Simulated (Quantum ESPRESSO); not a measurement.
# Strain and stress in GeSi3O8

The results below are calculated, not measured. They come from pw.x of Quantum ESPRESSO 7.5, a plane-wave density functional program, with PseudoDojo standard norm-conserving files (v0.5 for PBE, v0.4.1 for LDA and PBEsol). The cells are made up: elements, strain and atom displacements were drawn at random, and nothing was relaxed. There is no spin polarisation, spin-orbit coupling or dispersion term.

The cell has 12 sites of a fluorite lattice. Sites 1 to 4 hold Ge Si Si Si; sites 5 to 12 hold O O O O O O O O. Cell vectors in Å: (4.629, 0.000, 0.000); (0.000, 4.629, 0.000); (0.000, 0.000, 4.634). Settings: PBE, cutoff 1143 eV, 5 x 5 x 5 k mesh shifted by half a step, Fermi-Dirac smearing of 0.025 eV.

Each run adds a strain along z to one cell, with the atoms carried along; the vectors above are those of run 4. Stress is positive in tension and P is minus a third of its trace. E is the free energy for each atom above the lowest run shown. The last column is band 38 less band 37 at Gamma, from a band step after each run.

| run | strain (%) | s_xx (GPa) | s_yy (GPa) | s_zz (GPa) | s_xy (GPa) | P (GPa) | E (meV/atom) | level step at Gamma (eV) |
| --- | --- | --- | --- | --- | --- | --- | --- | --- |
| 1 | -2.20 | -0.76 | -4.47 | -24.54 | -0.70 | 9.92 | 16.74 | 1.102 |
| 2 | -1.40 | -0.98 | -4.66 | -16.88 | -0.63 | 7.51 | 8.22 | 1.128 |
| 3 | -0.69 | -1.20 | -4.85 | -10.37 | -0.58 | 5.47 | 3.20 | 1.133 |
| 4 | 0.11 | -1.47 | -5.09 | -3.38 | -0.52 | 3.32 | 0.37 | 1.115 |
| 5 | 0.60 | -1.65 | -5.24 | 0.74 | -0.48 | 2.05 | 0.00 | 1.085 |
| 7 | 1.83 | -2.14 | -5.68 | 10.53 | -0.39 | -0.90 | 3.58 | 0.935 |
| 6 | 1.54 | ? | ? | ? | ? | ? | ? | ? |

A rerun of one of these cells at 1437 eV and k mesh 7 x 7 x 7 moved values by no more than 0.002 eV in the cell's energy, 0.05 GPa in stress and 0.003 eV/Å in force.

## Worked fit

A parabola through the six runs shown gives s_zz = -4.32 + 8.60 e - 0.268 e² GPa, with e in per cent and a scatter of 0.01 GPa. The slope is a stiffness of 860 ± 2 GPa for each unit of this strain at e = 0. The atoms are clamped, and relaxing them would in general lower it. The error is the larger of the fit's own and the change that a cubic makes, rounded up.

## Withheld run

Question: what s_zz should run 6 give?

The fit gives 8.29 GPa. The calculation gave 8.29 GPa.

| run | strain (%) | s_xx (GPa) | s_yy (GPa) | s_zz (GPa) | s_xy (GPa) | P (GPa) | E (meV/atom) | level step at Gamma (eV) |
| --- | --- | --- | --- | --- | --- | --- | --- | --- |
| 6 | 1.54 | -2.02 | -5.57 | 8.29 | -0.41 | -0.23 | 2.19 | 0.976 |